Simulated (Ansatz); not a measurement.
Theory: Ansatz 0.2.0, DFT PBE, scalar-relativistic, plane waves, PAW. Cutoff 420 eV, Γ-centred meshes of about 0.25 Å⁻¹ or finer for metals and 0.3 Å⁻¹ for insulators (2π included), Gaussian smearing. Collinear spin where magnetic atoms keep a moment.

Relaxed structures of NbIn2Se3, with energies over the first row. Coordination counts Se atoms around In and Nb (those within 1.25 times the shortest such distance or 1.15 times the sum of covalent radii, 1.27 where that leaves under three; a plus sign parts nearer from farther groups; a slash parts the counts of unlike sites).

```json
{"#": "1", "form": "P-3m1", "sites": "Nb 1b; In 2d; Se 2d, 1a", "V (Å³/atom)": "26.5", "coordination": "Nb 6, In 3", "ΔE (meV/atom)": "0", "moments": "no moments"}
{"#": "2", "form": "Cm", "sites": "Nb 2a; In 2a, 2a; Se 2a, 2a, 2a", "V (Å³/atom)": "28.1", "coordination": "Nb 4, In 3+2/2+4", "ΔE (meV/atom)": "101", "moments": "no moments"}
```

A further structure, relaxed alike (no moments):

```cif
data_structure
_symmetry_space_group_name_H-M 'R-3m:H'
_symmetry_Int_Tables_number 166
_cell_length_a 7.2304
_cell_length_b 7.2304
_cell_length_c 10.1013
_cell_angle_alpha 90.000
_cell_angle_beta 90.000
_cell_angle_gamma 120.000
_cell_volume 457.33
loop_
_atom_site_label
_atom_site_type_symbol
_atom_site_symmetry_multiplicity
_atom_site_Wyckoff_symbol
_atom_site_fract_x
_atom_site_fract_y
_atom_site_fract_z
_atom_site_occupancy
Nb1 Nb 3 a 0.00000 0.00000 0.00000 1
In1 In 6 c 0.33333 0.66667 0.31028 1
Se1 Se 9 d 0.83333 0.16667 0.16667 1
```

Question: Where does it fall in the ranking, and at what energy?

Answer: It is the highest, 176 meV/atom above row 1, with space group R-3m (No. 166) and 25.4 Å³/atom. Counting Se atoms around In and Nb, this cell and row 1 both have Nb 6, In 3. Around Nb lie 6 Se at 2.68 Å; In is surrounded by 3 Se at 2.83 Å and 1 In at 2.90 Å; Se has 2 Nb at 2.68 Å and 2 In at 2.83 Å.

No dispersion correction is applied, so the spacing and binding between layers, chains or molecules are poorly described (P-3m1), and this can change margins and order among such cells. In P-3m1, Cm an odd number of electrons in the primitive cell allows no gap without spin; a larger cell or a magnetic state could open one. A magnetic state wasn't ruled out in cells without spin, among them P-3m1, Cm. Trial moments fell under 0.15 μB along the way in R-3m; another start might hold them. Cells relaxed within their symmetry can be saddle points.
